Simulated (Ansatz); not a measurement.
The cell below belongs to a search over invented structures; it isn't taken from experiment.

Input and command of a plane-wave DFT calculation in Ansatz:

```yaml
crystal:
  lattice:
    - [2.7838253769, 1.6072423307, 4.110262155]
    - [-2.7838253769, 1.6072423307, 4.110262155]
    - [0.0, -3.2144846615, 4.110262155]
  atoms:
    - { symbol: Sb, position: [0.0, 0.0, 0.0] }
    - { symbol: Te, position: [0.7178277336, 0.7178277336, 0.7178277336] }
    - { symbol: Te, position: [0.2821722664, 0.2821722664, 0.2821722664] }
    - { symbol: O, position: [0.0, 0.0, 0.5] }
    - { symbol: O, position: [0.5, 0.0, 0.0] }
    - { symbol: O, position: [0.0, 0.5, 0.0] }
basis:
  ecutwfc: 420
kpoints:
  mp_grid: { grid: [12, 12, 12] }
hamiltonian:
  xc: pbe
scf:
  occupations: { method: gaussian, width: 0.1 }
output:
  forces: true
  stress: true
  eigenvalues: true
relax:
  adjacent_minimum: "off"
  f_tol: 0.01
  max_steps: 80
  cell: { stress_tol: 0.05 }
```

```bash
ansatz run input.yaml --threads 1 --pin off --max-ram 2560MiB --backend cpu --events-out ev --progress --plain --runs-dir out
```

Processor: Intel(R) Xeon(R) Processor @ 2.50GHz (Skylake/Cascade Lake), 1 thread, on a host shared with other jobs.

Problem. Estimate time, memory and problem size.

Solution. About 12 min, peak memory 0.84 GiB. It solves 39 bands at 189 k points (after reduction by symmetry) with about 2191 plane waves (on the last cell), in 39 SCF iterations over 7 ionic steps.
